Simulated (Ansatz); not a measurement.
A generator proposed this cell of ScH5.

```
Sc H
1.0
     3.68120    0.00000    0.00000
    -1.84060    3.18801    0.00000
     0.00000    0.00000    4.08113
Sc H
1 5
Cartesian
  0.0000 0.0000 2.0406
  0.0000 2.1253 3.0154
  1.8406 1.0627 3.0154
  1.8406 1.0627 1.0657
  0.0000 2.1253 1.0657
  0.0000 0.0000 0.0000
```

Level of theory: Ansatz, DFT PBE, scalar-relativistic, plane waves, PAW. Plane waves to 420 eV, a k mesh through Γ of 6×6×4 on the computed 6-atom cell and Gaussian smearing (0.10 eV); no spin polarisation.

The zero of energy is the elements' standard structures at the same level (H₂ as a molecule); no fitted shifts are applied.

Task: How far from equilibrium is it?

Result: The pressure is -16.1 GPa (the mean over three directions, positive in compression), the largest force is 0.71 eV/Å, and the energy is +0.24 eV/atom against the elements. The shortest distance is 1.95 Å.

Task: How much does it gain on relaxing, and where does it end?

Result: Relaxing gains about 0.18 eV/atom (the start's value is from the coarse mesh, so the gain is rough) in 13 ionic steps and ends at +0.06 eV/atom on the finer mesh. The symmetry stays P6/mmm (No. 191). The volume per atom shrinks by 16.9 %, from 8.0 to 6.6 Å³. The shortest distance goes from 1.95 Å (H–H) to 1.35 Å (H–H). Conventional cell: a = 3.394 Å, c = 3.988 Å. Around Sc lie 14 H at 1.99–2.07 Å; H on a site of symmetry 3m is surrounded by 1 H at 1.35 Å, 3 H at 1.96 Å, 3 Sc at 2.07 Å and 6 H at 2.36–2.38 Å; H on a site of symmetry 6/mmm is surrounded by 2 Sc at 1.99 Å and 12 H at 2.36 Å.

The last run used a 12×12×10 mesh (in the run's order of axes) for its 6-atom cell and Gaussian smearing of 0.10 eV. With hydrogen, zero-point motion can shift formation energies by some tens of meV/atom. The relaxation can't lower the symmetry of the start. A structure relaxed within its symmetry needn't be a true minimum.
